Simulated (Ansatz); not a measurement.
SiC (wurtzite)

```yaml
crystal:
  lattice:
    - [6.15095, 0.00000, 0.00000]
    - [-1.53774, 2.66344, 0.00000]
    - [0.00000, 0.00000, 5.04859]
  atoms:
    - { symbol: Si, position: [0.33333, 0.33333, 0.00050] }
    - { symbol: Si, position: [0.83333, 0.33333, 0.00050] }
    - { symbol: Si, position: [0.16667, 0.66667, 0.50050] }
    - { symbol: Si, position: [0.66667, 0.66667, 0.50050] }
    - { symbol: C, position: [0.33333, 0.33333, 0.62470] }
    - { symbol: C, position: [0.83333, 0.33333, 0.62470] }
    - { symbol: C, position: [0.16667, 0.66667, 0.12470] }
    - { symbol: C, position: [0.66667, 0.66667, 0.12470] }
```

A phonon eigenvector at M = (0.5, 0.0, 0.0) is frozen into this cell: atom i moves by Q times the vector below, so Q is the largest atomic displacement, in Å. The cell is held. (q is in reciprocal vectors of the primitive cell; the cell shown is doubled to hold the pattern.)

```tsv
atom	x	y	z
Si1	0.038	0.022	-0.151
Si2	-0.038	-0.022	0.151
Si3	0.038	0.022	0.151
Si4	-0.038	-0.022	-0.151
C5	-0.824	-0.476	0.309
C6	0.824	0.476	-0.309
C7	-0.824	-0.476	-0.309
C8	0.824	0.476	0.309
```

Computed with r2SCAN (plane waves to 500 eV, PAW, scalar-relativistic; Ansatz, a program for electronic structure). k mesh 6×12×7 (Γ-centred), Fermi-Dirac smearing 0.05 eV. The energy includes the smearing's −TS. SiC was relaxed with its symmetry unable to fall. The PAW data are Ansatz's earlier set. ΔE is measured from the undisplaced structure.

```tsv
Q (Å)	ΔE (meV/cell)
-0.1000	701
-0.0833	486
-0.0667	311
-0.0500	175
-0.0333	withheld
-0.0167	19
0.0000	0
0.0167	19
0.0333	withheld
0.0500	175
0.0667	311
0.0833	486
0.1000	701
```

**Question.** Fit an even polynomial form (powers 2, 4) to the given rows and predict ΔE at Q = -0.0333.

**Answer.** Least squares on the 11 given rows: ΔE = (69840)·Q² + (26250)·Q⁴, in meV/cell with Q in Å; root-mean-square residual 0.3 meV/cell. At -0.0333 the fit gives 77 meV/cell; the calculation gives 78 meV/cell, so the interpolation is off by -1 (-1.3 %). The quadratic term alone would give 77 meV/cell.

(For displaced atoms, the force is minus the slope of the energy, and its curvature is a force constant, which sets phonon frequencies.)
